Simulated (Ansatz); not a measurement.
# Zone-centre modes in Si2W

Theory: Ansatz 0.2.0, DFT PBEsol, scalar-relativistic, plane waves, PAW. Settings: plane waves to 420 eV, k-mesh 12×12×6 (Γ-centred), Gaussian smearing 0.15 eV. Spin–orbit coupling is left out, which can shift energies with elements as heavy as these. No spin polarisation.

Zero of the scan (relaxed at this level; this form isn't the usual structure):

```yaml
crystal:
  lattice:
    - [4.57609, 0.00000, 0.00000]
    - [-2.28804, 3.96301, 0.00000]
    - [0.00000, 0.00000, 6.60331]
  atoms:
    - { symbol: Si, position: [0.83618, 0.67236, 0.50000] }
    - { symbol: Si, position: [0.16382, 0.83618, 0.83333] }
    - { symbol: Si, position: [0.67236, 0.83618, 0.16667] }
    - { symbol: Si, position: [0.16382, 0.32764, 0.50000] }
    - { symbol: Si, position: [0.83618, 0.16382, 0.83333] }
    - { symbol: Si, position: [0.32764, 0.16382, 0.16667] }
    - { symbol: W, position: [0.00000, 0.50000, 0.16667] }
    - { symbol: W, position: [0.50000, 0.50000, 0.83333] }
    - { symbol: W, position: [0.50000, 0.00000, 0.50000] }
```

Harmonic modes by finite displacements of 0.02 Å, without the LO–TO term.

(1) At this geometry, is the structure stable against these modes?

(2) List the wavenumbers in cm⁻¹.

Results:

(1) Yes: no mode is imaginary beyond 10 cm⁻¹, and only the three translations lie near zero.

(2) 0, 0, 0, 155, 157, 157, 158, 192, 192, 227, 227, 247, 269, 280, 280, 290, 349, 349, 352, 352, 372, 379, 402, 402, 414, 419, 419.

Cost: 1 run of about 3.8 core-minutes, on AMD EPYC 9R45 (Zen 5) (shared hosts).